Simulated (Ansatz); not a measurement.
A relaxed structure of W is spoiled in several ways and relaxed again each time (squeezed and stretched starts keep its symmetry, which their runs cannot lower; pressure is positive under compression). Calculation: r2SCAN (plane waves to 500 eV, PAW, scalar-relativistic; Ansatz, a first-principles code).

```cif
data_W2
_chemical_formula_sum 'W2'
_space_group_name_H-M_alt 'Im-3m'
_space_group_IT_number 229
_space_group_name_Hall '-I 4 2 3'
_cell_length_a 3.16928
_cell_length_b 3.16928
_cell_length_c 3.16928
_cell_angle_alpha 90.000
_cell_angle_beta 90.000
_cell_angle_gamma 90.000
loop_
_atom_site_label
_atom_site_type_symbol
_atom_site_symmetry_multiplicity
_atom_site_Wyckoff_symbol
_atom_site_fract_x
_atom_site_fract_y
_atom_site_fract_z
_atom_site_occupancy
W1 W 2 a 0.00000 0.00000 0.00000 1
```
(The calculation used a cell of 1 atom; values per cell refer to that cell.)

### Question
One start gave a first pressure of -33.4 GPa, a largest first force of 0.00 eV/Å and released 0.28 eV/atom. Which change was it?
(A) stretched uniformly to 115 % of its volume
(B) deformed by the Cartesian strain tensor (xx, yy, zz, yz, xz, xy) = (0.049, 0.059, -0.065, -0.046, -0.058, -0.039)

### Answer
A, stretched uniformly to 115 % of its volume. All starts:

| change | first pressure (GPa) | largest first force (eV/Å) | released (eV/atom) | moves | outcome | final group | E − E(parent) (eV/atom) |
|---|---|---|---|---|---|---|---|
| deformed by the Cartesian strain tensor (xx, yy, zz, yz, xz, xy) = (0.049, 0.059, -0.065, -0.046, -0.058, -0.039) | -2.3 | 0.00 | 0.38 | 12 | returns to the parent | Im-3m | 0.00 |
| stretched uniformly to 115 % of its volume | -33.4 | 0.00 | 0.28 | 6 | returns to the parent | Im-3m | 0.00 |

First-step values come from each run's starting, coarser k-mesh (15×15×14, 14×14×14). The runs use different k-meshes, so differences are rounded accordingly. No spin polarisation in the result.
